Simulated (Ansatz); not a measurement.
TiSi in space group P6/mmm (No. 191; Ti on 3f, Si on 1a, Si on 2d) under volume change, the program Ansatz at the PBE level (PAW), shape and atoms relaxed at each volume.

```json
[
 {"V (Å³/atom)": "16.548", "E − E(relaxed) (meV/atom)": "59.4", "P (GPa)": "12.58"},
 {"V (Å³/atom)": "17.094", "E − E(relaxed) (meV/atom)": "[?]", "P (GPa)": "[?]"},
 {"V (Å³/atom)": "17.639", "E − E(relaxed) (meV/atom)": "5.9", "P (GPa)": "3.58"},
 {"V (Å³/atom)": "18.185", "E − E(relaxed) (meV/atom)": "0.0", "P (GPa)": "0.00"},
 {"V (Å³/atom)": "18.730", "E − E(relaxed) (meV/atom)": "[?]", "P (GPa)": "[?]"},
 {"V (Å³/atom)": "19.276", "E − E(relaxed) (meV/atom)": "20.4", "P (GPa)": "-5.69"},
 {"V (Å³/atom)": "19.821", "E − E(relaxed) (meV/atom)": "43.7", "P (GPa)": "-7.94"}
]
```

### Question
What belongs in the gaps?

### Answer

- 17.094, E − E(relaxed) (meV/atom): 25.0
- 17.094, P (GPa): 7.74
- 18.730, E − E(relaxed) (meV/atom): 5.3
- 18.730, P (GPa): -3.07

### Question
What does a third-order Birch–Murnaghan fit give for V₀, B₀ and B′?

### Answer
V₀ = 18.19 Å³/atom, B₀ = 110 GPa, B′ = 4.1.

A made-up cell: these elements were put on the sites of a structure type; neither database checked (COD, Materials Project) lists it. COD files the formula under space group No. 25, so this cell is another polymorph or a model. Its standing as an ambient phase is unchecked. The cell was relaxed with PBE under the symmetry of its start; whether a distortion lowers the energy is not shown. The run is not spin-polarised.

Potentials: the later of the program's two PAW sets.
